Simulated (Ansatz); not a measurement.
Input, command and steps of an Ansatz relaxation.

```yaml
crystal:
  lattice:
    - [-4.91132628, -4.91132628, 0.0]
    - [0.0, 4.91132628, 4.91132628]
    - [-4.91132628, 4.91132628, -4.91132628]
  atoms:
    - { symbol: B, position: [0.4971908685, 0.9971079393, 0.9969402566] }
    - { symbol: B, position: [0.8338900138, 0.1623620576, 0.6715884994] }
    - { symbol: B, position: [0.3402741899, 0.1661372183, 0.6672469841] }
    - { symbol: B, position: [0.1668285298, 0.3366865258, 0.3331786116] }
    - { symbol: B, position: [0.4981605525, 0.4995403098, 0.9989581362] }
    - { symbol: B, position: [0.9965277232, 0.4956227323, 0.0013033116] }
    - { symbol: B, position: [0.8322747745, 0.6686288363, 0.6682761163] }
    - { symbol: B, position: [0.3322810234, 0.6691258921, 0.6667884825] }
    - { symbol: B, position: [0.6650092779, 0.8361621236, 0.3326080245] }
    - { symbol: B, position: [0.1690720777, 0.833655864, 0.3304536012] }
    - { symbol: As, position: [0.3324171029, 0.1678752582, 0.9165738362] }
    - { symbol: As, position: [0.8300455298, 0.1638068714, 0.917140186] }
    - { symbol: As, position: [0.6623016189, 0.3274729379, 0.5860618546] }
    - { symbol: As, position: [0.1668491323, 0.3303454096, 0.5853243828] }
    - { symbol: As, position: [0.4981533132, 0.4956126051, 0.2503415493] }
    - { symbol: As, position: [0.999692052, 0.5004131558, 0.2499255154] }
    - { symbol: As, position: [0.3341915521, 0.6647976898, 0.9152898584] }
    - { symbol: As, position: [0.8325724265, 0.6662804204, 0.9170875756] }
    - { symbol: As, position: [0.6647588604, 0.8291704553, 0.5799906962] }
    - { symbol: As, position: [0.1611385448, 0.8331896693, 0.5789711486] }
    - { symbol: As, position: [0.5055559775, 0.0039110435, 0.2504337933] }
    - { symbol: As, position: [0.9942026919, 0.9916387546, 0.2458112332] }
    - { symbol: In, position: [0.9950605163, 0.9953627457, 0.9989231305] }
    - { symbol: In, position: [0.6657196283, 0.3318371373, 0.3359384648] }
  symmetry: { detect: false }
basis:
  ecutwfc: 420
kpoints:
  mp_grid: { grid: [2, 2, 2], shift: [0.5, 0.5, 0.5] }
hamiltonian:
  xc: pbesol
scf:
  occupations: { method: gaussian, width: 0.1 }
  lower_state_search: "off"
output:
  forces: true
  stress: true
  eigenvalues: true
relax:
  adjacent_minimum: "off"
  f_tol: 0.04
  max_steps: 50
  cell: { stress_tol: 0.3 }
```

```bash
ansatz run input.yaml --threads 4 --pin off --max-ram 9216MiB --backend cpu --events-out ev --progress --plain --runs-dir out
```

All numbers below come from DFT PBEsol, scalar-relativistic, plane waves, PAW in Ansatz.

Of 8 frames 8 are shown, positions in Å and forces in eV/Å; the SCF threshold varies from step to step. Steps run on the plane waves of an earlier cell, with a Pulay correction in the pressure. The basis is chosen afresh for the last frame, the zero of the energies, and can be on the way; energy and pressure step there, also at an unchanged geometry.

```xyz
24
Lattice="-4.9113 -4.9113 0.0000 0.0000 4.9113 4.9113 -4.9113 4.9113 -4.9113" Properties=species:S:1:pos:R:3:forces:R:3 pbc="T T T" step=1 free_energy_over_end_meV_per_atom=413.77 pressure_GPa=17.28
B    -7.3382    7.3516    0.0008   -0.1960    0.1420    0.0250
B    -7.3939    0.0003   -2.5010    0.4210    0.0040    0.3480
B    -4.9483    2.4218   -2.4611    0.4130    0.4450   -0.2190
B    -2.4557    2.4706    0.0172    0.1020   -0.2140   -0.3880
B    -7.3528    4.9130   -2.4528   -0.1080   -0.2350   -0.0170
B    -4.9007   -2.4537    2.4278    0.0790   -0.2370    0.3990
B    -7.3697    2.4784    0.0017    0.3300   -0.3560   -0.4630
B    -4.9068    4.9292    0.0115    0.2350   -0.2630   -0.1250
B    -4.8996    2.4741    2.4731    0.1620   -0.4170   -0.5030
B    -2.4533    4.8870    2.4714   -0.0210   -0.0240   -0.1080
As   -6.1342    3.6935   -3.6771   -5.0270   -5.1350    4.8920
As   -8.5810    1.2323   -3.6999    5.3000    5.5510    5.3840
As   -6.1311    1.2339   -1.2700   -5.9150    5.0940   -4.9880
As   -3.6942    3.6777   -1.2523   -0.0410    0.1530    0.3750
As   -3.6761    1.2170    1.2046    5.5700    5.7170    5.8350
As   -6.1373   -1.2247    1.2302   -5.2360   -5.2370    5.2330
As   -6.1366    6.1190   -1.2302    0.3720    0.3080    0.0920
As   -8.5932    3.6874   -1.2318    5.9910   -6.1150   -6.0470
As   -6.1134    3.6560    1.2238   -0.1780    0.6520   -0.0710
As   -3.6349    6.1442    1.2486   -0.7010   -0.1730   -0.3240
As   -3.7129   -1.2338   -1.2108    6.4750   -6.0410   -5.8010
As   -6.0901    1.1947    3.6630   -6.5930    6.3920   -5.6610
In   -9.7931    4.9075   -0.0175   -0.4350   -0.4400    1.5320
In   -4.9195    0.0101   -0.0201   -0.9970    0.4300    0.5980
24
Lattice="-4.9701 -4.9598 0.0067 -0.0105 4.9637 4.9773 -4.9792 4.9756 -4.9787" Properties=species:S:1:pos:R:3:forces:R:3 pbc="T T T" step=2 free_energy_over_end_meV_per_atom=46.84 pressure_GPa=3.91
B    -7.4378    7.4349   -0.0013    0.0480   -0.0940    0.0680
B    -7.4826    0.0027   -2.5205    0.2530    0.2090    0.2430
B    -4.9986    2.4660   -2.4957    0.0960    0.2980   -0.0980
B    -2.5002    2.5080    0.0058   -0.1290    0.0610   -0.1980
B    -7.4440    4.9791   -2.4734    0.1330   -0.2010    0.1790
B    -4.9682   -2.4918    2.4844    0.1210   -0.3330    0.4340
B    -7.4628    2.5057    0.0084    0.1840   -0.2360   -0.5000
B    -4.9758    4.9841    0.0074    0.0020   -0.0220   -0.2180
B    -4.9745    2.5103    2.4851    0.2040   -0.0580   -0.4920
B    -2.5075    4.9508    2.4879   -0.2320   -0.1280   -0.2740
As   -6.3110    3.6483   -3.6339   -1.0760   -1.1360    0.8690
As   -8.5964    1.3576   -3.6440    0.9520    1.1950    0.9540
As   -6.3197    1.3509   -1.3725   -1.3180    0.8350   -0.7150
As   -3.7473    3.7307   -1.2602   -0.2230    0.2690    0.4390
As   -3.6253    1.3377    1.3315    1.2570    1.2010    1.4670
As   -6.3136   -1.3293    1.3510   -1.0450   -1.2970    1.2320
As   -6.2155    6.1990   -1.2386    0.6980   -0.3170    0.5020
As   -8.6033    3.6313   -1.3475    0.8630   -0.9180   -1.0240
As   -6.2052    3.7205    1.2394    0.1300    0.5920   -0.2700
As   -3.7101    6.2144    1.2545   -0.6550   -0.3680   -0.4320
As   -3.6435   -1.3480   -1.3269    1.4810   -1.1300   -0.9120
As   -6.2986    1.3327    3.6190   -1.8010    1.7200   -1.1620
In   -9.9392    4.9719    0.0029   -0.0700   -0.0250   -0.1450
In   -4.9947    0.0203   -0.0075    0.1270   -0.1170    0.0520
24
Lattice="-5.0627 -4.9795 0.0531 -0.0595 4.9859 5.0632 -5.0991 5.0689 -5.0867" Properties=species:S:1:pos:R:3:forces:R:3 pbc="T T T" step=3 free_energy_over_end_meV_per_atom=11.80 pressure_GPa=-3.48
B    -7.6055    7.4833    0.0275   -0.1110    0.1680   -0.0020
B    -7.6456    0.0996   -2.5195    0.0480   -0.1990   -0.0320
B    -5.1580    2.5347   -2.5203    0.3760    0.2120   -0.1940
B    -2.6338    2.5856    0.0265    0.2110   -0.0970   -0.0110
B    -7.5737    5.0312   -2.4621   -0.0870    0.0550   -0.0940
B    -5.0525   -2.5653    2.6473   -0.0130    0.1320   -0.0860
B    -7.6394    2.5491   -0.0426   -0.1360    0.1020    0.3350
B    -5.1248    5.0477   -0.0087   -0.1050    0.0890   -0.0860
B    -5.0840    2.5859    2.4788    0.0070   -0.1100    0.1460
B    -2.6510    4.9819    2.4665    0.0880   -0.0190    0.1050
As   -6.4700    3.7013   -3.6758    0.0170   -0.0490   -0.0480
As   -8.7730    1.4446   -3.6614    0.0250    0.0270    0.0500
As   -6.4939    1.4176   -1.3793   -0.0430   -0.0890    0.0580
As   -3.8926    3.8332   -1.2418    0.1940   -0.1850   -0.1150
As   -3.6519    1.3607    1.4459    0.0260    0.3670    0.1510
As   -6.4602   -1.3794    1.4850   -0.2490   -0.0670   -0.0090
As   -6.3225    6.2509   -1.2085    0.0820   -0.1480    0.0770
As   -8.7920    3.7036   -1.3630   -0.0600    0.0060    0.0320
As   -6.3620    3.8380    1.2243   -0.0970   -0.1720    0.2130
As   -3.9029    6.2580    1.2148    0.1220   -0.0130    0.1230
As   -3.6265   -1.3855   -1.3430   -0.0300   -0.0230   -0.2360
As   -6.6012    1.4930    3.6296   -0.1840    0.1710   -0.1900
In  -10.2709    5.1225   -0.0404   -0.3040    0.1400   -0.3220
In   -5.0932    0.0149    0.0253    0.2230   -0.2970    0.1350
24
Lattice="-5.0082 -4.9509 0.0237 -0.0217 4.9490 5.0078 -5.0215 4.9879 -5.0250" Properties=species:S:1:pos:R:3:forces:R:3 pbc="T T T" step=4 free_energy_over_end_meV_per_atom=1.14 pressure_GPa=0.19
B    -7.4673    7.3858    0.0116    0.0040   -0.0290    0.0330
B    -7.5241    0.0455   -2.5024    0.0070   -0.0970   -0.0460
B    -5.0411    2.4910   -2.5087    0.0960    0.0030   -0.0900
B    -2.5753    2.5517    0.0166    0.0050   -0.0050   -0.0430
B    -7.4534    4.9525   -2.4411    0.0150   -0.0330    0.0040
B    -4.9868   -2.5530    2.5942    0.0300   -0.0250   -0.0140
B    -7.5248    2.4932   -0.0251   -0.0800   -0.0140    0.0880
B    -5.0249    4.9621   -0.0104   -0.1150    0.0770   -0.1080
B    -5.0011    2.5504    2.4393   -0.0430    0.0000    0.0110
B    -2.5928    4.9294    2.4285   -0.0170   -0.0370   -0.0250
As   -6.3656    3.6322   -3.6548   -0.0060    0.0240   -0.0100
As   -8.6564    1.3775   -3.6441    0.0220    0.0380    0.0530
As   -6.3741    1.3608   -1.3583   -0.0910    0.1010   -0.0670
As   -3.7996    3.7627   -1.2421   -0.0720    0.0920    0.0830
As   -3.5709    1.3739    1.4429   -0.1140   -0.1300   -0.0850
As   -6.3909   -1.4112    1.4498    0.2240    0.1510   -0.1580
As   -6.2049    6.1471   -1.1933    0.0460   -0.0540    0.0540
As   -8.6673    3.6321   -1.3538   -0.0150    0.0180   -0.0030
As   -6.2602    3.7657    1.2143    0.0960    0.0540   -0.0270
As   -3.8150    6.1754    1.2007    0.0120   -0.0080    0.0050
As   -3.5741   -1.4089   -1.3704   -0.1830    0.1590    0.2390
As   -6.5489    1.5112    3.5012    0.1790   -0.1660    0.1390
In  -10.1502    5.0936   -0.1073   -0.1700    0.0670   -0.1580
In   -4.9736   -0.0271    0.0528    0.1700   -0.1880    0.1240
24
Lattice="-5.0128 -4.9513 0.0319 -0.0317 4.9511 5.0109 -5.0224 4.9927 -5.0208" Properties=species:S:1:pos:R:3:forces:R:3 pbc="T T T" step=5 free_energy_over_end_meV_per_atom=0.63 pressure_GPa=-0.07
B    -7.4851    7.3869    0.0284    0.0000    0.0120    0.0040
B    -7.5285    0.0390   -2.4953    0.0230    0.0330    0.0260
B    -5.0334    2.4992   -2.5130   -0.0300   -0.0110    0.0360
B    -2.5712    2.5502    0.0114   -0.0470    0.0390    0.0400
B    -7.4628    4.9487   -2.4304    0.0090    0.0130    0.0110
B    -4.9946   -2.5572    2.6014    0.0020    0.0170   -0.0050
B    -7.5459    2.4998   -0.0013    0.0350   -0.0170   -0.0340
B    -5.0417    4.9752   -0.0099   -0.0080    0.0030   -0.0030
B    -5.0215    2.5501    2.4588    0.0430    0.0340   -0.0440
B    -2.6012    4.9120    2.4305   -0.0190    0.0230   -0.0270
As   -6.3687    3.6383   -3.6513   -0.0120   -0.0050    0.0050
As   -8.6633    1.3773   -3.6289    0.0110   -0.0160    0.0050
As   -6.3859    1.3775   -1.3533    0.0170   -0.0290    0.0200
As   -3.8061    3.7739   -1.2340    0.0010   -0.0160    0.0010
As   -3.5749    1.3822    1.4564    0.0010    0.0080   -0.0010
As   -6.3796   -1.4014    1.4423   -0.0380   -0.0350    0.0430
As   -6.2203    6.1538   -1.1873    0.0140   -0.0150    0.0130
As   -8.6844    3.6381   -1.3371    0.0090   -0.0030   -0.0030
As   -6.2674    3.7742    1.2252    0.0100   -0.0140    0.0000
As   -3.8225    6.1764    1.2088   -0.0060   -0.0150   -0.0020
As   -3.5896   -1.4028   -1.3481    0.0470   -0.0320   -0.0370
As   -6.5624    1.4995    3.5129    0.0060    0.0090    0.0110
In  -10.1735    5.1035   -0.0975   -0.0150   -0.0260   -0.0170
In   -4.9653   -0.0103    0.0651   -0.0540    0.0410   -0.0430
24
Lattice="-5.0068 -4.9546 0.0257 -0.0258 4.9547 5.0083 -5.0233 4.9968 -5.0246" Properties=species:S:1:pos:R:3:forces:R:3 pbc="T T T" step=6 free_energy_over_end_meV_per_atom=0.57 pressure_GPa=0.03
B    -7.4757    7.3938    0.0214    0.0070   -0.0320   -0.0020
B    -7.5214    0.0425   -2.5015    0.0010   -0.0290   -0.0050
B    -5.0342    2.5023   -2.5143    0.0050   -0.0230   -0.0010
B    -2.5777    2.5585    0.0181    0.0290   -0.0300   -0.0230
B    -7.4565    4.9592   -2.4373   -0.0050   -0.0140   -0.0030
B    -4.9821   -2.5572    2.5935    0.0010   -0.0350    0.0130
B    -7.5341    2.5022   -0.0137    0.0030   -0.0230    0.0100
B    -5.0369    4.9796   -0.0163    0.0100   -0.0080    0.0050
B    -5.0015    2.5583    2.4438   -0.0270   -0.0280    0.0280
B    -2.5958    4.9277    2.4250    0.0290   -0.0100    0.0310
As   -6.3692    3.6405   -3.6544    0.0210    0.0070    0.0070
As   -8.6601    1.3709   -3.6413   -0.0030    0.0350    0.0000
As   -6.3800    1.3751   -1.3598    0.0050    0.0140    0.0030
As   -3.8045    3.7758   -1.2366   -0.0040    0.0260    0.0040
As   -3.5769    1.3732    1.4436    0.0110    0.0190    0.0120
As   -6.3763   -1.4062    1.4449    0.0070    0.0320   -0.0520
As   -6.2116    6.1588   -1.1921   -0.0120    0.0260   -0.0100
As   -8.6729    3.6405   -1.3491    0.0000    0.0090    0.0110
As   -6.2559    3.7755    1.2164   -0.0060    0.0260   -0.0030
As   -3.8181    6.1820    1.2029   -0.0070    0.0180   -0.0100
As   -3.5754   -1.4057   -1.3560   -0.0510    0.0260    0.0030
As   -6.5482    1.5113    3.5059   -0.0010    0.0040   -0.0080
In  -10.1681    5.1040   -0.1156   -0.0060   -0.0070   -0.0050
In   -4.9687   -0.0224    0.0518   -0.0070   -0.0020   -0.0050
24
Lattice="-5.0088 -4.9521 0.0289 -0.0288 4.9519 5.0084 -5.0239 4.9961 -5.0238" Properties=species:S:1:pos:R:3:forces:R:3 pbc="T T T" step=7 free_energy_over_end_meV_per_atom=0.53 pressure_GPa=0.00
B    -7.4816    7.3902    0.0232    0.0060    0.0010    0.0010
B    -7.5242    0.0419   -2.4987   -0.0040    0.0020   -0.0040
B    -5.0346    2.5004   -2.5126   -0.0010   -0.0020   -0.0010
B    -2.5758    2.5564    0.0156   -0.0010   -0.0050    0.0000
B    -7.4597    4.9557   -2.4342   -0.0010   -0.0030   -0.0020
B    -4.9870   -2.5576    2.5961    0.0020    0.0000    0.0070
B    -7.5382    2.5003   -0.0094   -0.0020   -0.0020   -0.0020
B    -5.0400    4.9780   -0.0148    0.0030    0.0030    0.0040
B    -5.0105    2.5556    2.4490    0.0030   -0.0020   -0.0010
B    -2.5981    4.9214    2.4264    0.0040    0.0000    0.0040
As   -6.3694    3.6399   -3.6523   -0.0030    0.0010    0.0010
As   -8.6628    1.3741   -3.6373    0.0010   -0.0010    0.0010
As   -6.3828    1.3765   -1.3575   -0.0030    0.0040   -0.0020
As   -3.8059    3.7757   -1.2355   -0.0020    0.0010   -0.0020
As   -3.5758    1.3780    1.4495   -0.0010   -0.0030   -0.0030
As   -6.3773   -1.4022    1.4427   -0.0020    0.0020    0.0020
As   -6.2161    6.1579   -1.1909   -0.0030    0.0020   -0.0040
As   -8.6778    3.6396   -1.3443    0.0010    0.0010   -0.0010
As   -6.2612    3.7756    1.2190    0.0000    0.0000   -0.0010
As   -3.8209    6.1791    1.2042   -0.0010    0.0030   -0.0010
As   -3.5819   -1.4034   -1.3534    0.0020    0.0060    0.0030
As   -6.5544    1.5082    3.5086   -0.0010   -0.0010    0.0000
In  -10.1735    5.1026   -0.1108    0.0010   -0.0060    0.0000
In   -4.9680   -0.0145    0.0555    0.0030    0.0000    0.0030
24
Lattice="-5.0088 -4.9521 0.0289 -0.0288 4.9519 5.0084 -5.0239 4.9961 -5.0238" Properties=species:S:1:pos:R:3:forces:R:3 pbc="T T T" step=8 free_energy_over_end_meV_per_atom=0.00 pressure_GPa=0.03
B    -7.4816    7.3902    0.0232    0.0070    0.0010    0.0010
B    -7.5242    0.0419   -2.4987   -0.0040    0.0020   -0.0040
B    -5.0346    2.5004   -2.5126   -0.0020   -0.0020   -0.0010
B    -2.5758    2.5564    0.0156   -0.0010   -0.0050    0.0000
B    -7.4597    4.9557   -2.4342   -0.0010   -0.0030   -0.0020
B    -4.9870   -2.5576    2.5961    0.0020    0.0000    0.0070
B    -7.5382    2.5003   -0.0094   -0.0020   -0.0020   -0.0020
B    -5.0400    4.9780   -0.0148    0.0030    0.0030    0.0040
B    -5.0105    2.5556    2.4490    0.0030   -0.0020   -0.0010
B    -2.5981    4.9214    2.4264    0.0040    0.0000    0.0030
As   -6.3694    3.6399   -3.6523   -0.0030    0.0010    0.0010
As   -8.6628    1.3741   -3.6373    0.0010   -0.0010    0.0010
As   -6.3828    1.3765   -1.3575   -0.0030    0.0040   -0.0020
As   -3.8059    3.7757   -1.2355   -0.0020    0.0010   -0.0020
As   -3.5758    1.3780    1.4495   -0.0010   -0.0030   -0.0030
As   -6.3773   -1.4022    1.4427   -0.0020    0.0020    0.0020
As   -6.2161    6.1579   -1.1909   -0.0040    0.0020   -0.0040
As   -8.6778    3.6396   -1.3443    0.0010    0.0010   -0.0010
As   -6.2612    3.7756    1.2190    0.0000    0.0000   -0.0010
As   -3.8209    6.1791    1.2042   -0.0010    0.0030   -0.0010
As   -3.5819   -1.4034   -1.3534    0.0020    0.0060    0.0030
As   -6.5544    1.5082    3.5086   -0.0010   -0.0010    0.0000
In  -10.1735    5.1026   -0.1108    0.0010   -0.0060    0.0000
In   -4.9680   -0.0145    0.0555    0.0030    0.0000    0.0030
```

Time: 80 s on 4 threads of Arm Neoverse V1, on a shared host, peak memory 1.2 GiB.

The k mesh is coarse.